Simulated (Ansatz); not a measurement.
From the elastic tensor of InAg3 at 6 GPa (stress–strain coefficients) to moduli and sound speeds

Level of theory: Ansatz, DFT PBEsol, scalar-relativistic, plane waves, PAW. Settings: 420 eV plane-wave cutoff, Γ-centred 10×10×10 mesh, Fermi-Dirac smearing of 0.15 eV. No spin polarisation.

The structure is cubic, space group Pm-3m (No. 221). The conventional cell has a = 4.072 Å, b = 4.072 Å, c = 4.072 Å, α = 90.00°, β = 90.00°, γ = 90.00°. Around In (site symmetry m-3m) lie 12 Ag at 2.88 Å. Around Ag (site symmetry 4/mmm) lie 4 In at 2.88 Å and 8 Ag at 2.88 Å.

In a metal, frequencies and elastic constants depend on the k mesh and the smearing, soft modes and shear constants most. Other phases may be more stable at this pressure.

Relaxed-ion constants (GPa, on the Cartesian axes of the calculation):
```
157.6 127.2 127.2   0.0   0.0   0.0
127.2 157.6 127.2   0.0   0.0   0.0
127.2 127.2 157.6   0.0   0.0   0.0
  0.0   0.0   0.0  57.8   0.0   0.0
  0.0   0.0   0.0   0.0  57.8   0.0
  0.0   0.0   0.0   0.0   0.0  57.8
```

Density 10.786 g/cm³; 4 atoms in 67.50 Å³.

The values that follow are for a polycrystal of randomly turned grains, by Hill's mean where one number stands. In a crystal this anisotropic the Voigt and Reuss bounds lie far apart, so Hill's mean and the sound speeds and Debye temperature from it are rough.

With S = C⁻¹: B_V = (C11+C22+C33+2(C12+C13+C23))/9, G_V = (C11+C22+C33−C12−C13−C23+3(C44+C55+C66))/15, 1/B_R = S11+S22+S33+2(S12+S13+S23), 15/G_R = 4(S11+S22+S33−S12−S13−S23)+3(S44+S55+S66); Hill is their mean. Then v_l = √((B+4G/3)/ρ), v_t = √(G/ρ), v_m = [(2/v_t³+1/v_l³)/3]^(−1/3) and Θ = (ħ/k_B)·v_m·(6π²n/V)^(1/3) for n atoms in the volume V; E = 9BG/(3B+G), ν = (3B−2G)/(2(3B+G)) and A^U = 5G_V/G_R + B_V/B_R − 6.

- Bulk modulus, Voigt / Reuss / Hill: 137.3 / 137.3 / 137.3 GPa
- Shear modulus, Voigt / Reuss / Hill: 40.8 / 27.3 / 34.0 GPa
- Young's modulus: 94 GPa
- Poisson ratio: 0.386
- Pugh ratio B/G: 4.04
- Universal anisotropy index: 2.47
- Longitudinal and transverse sound speeds: 4115 and 1776 m/s
- Debye temperature from the mean sound speed: 233 K

Cost: 1 run of about 2 core-minutes, on Arm Neoverse V1 (shared hosts).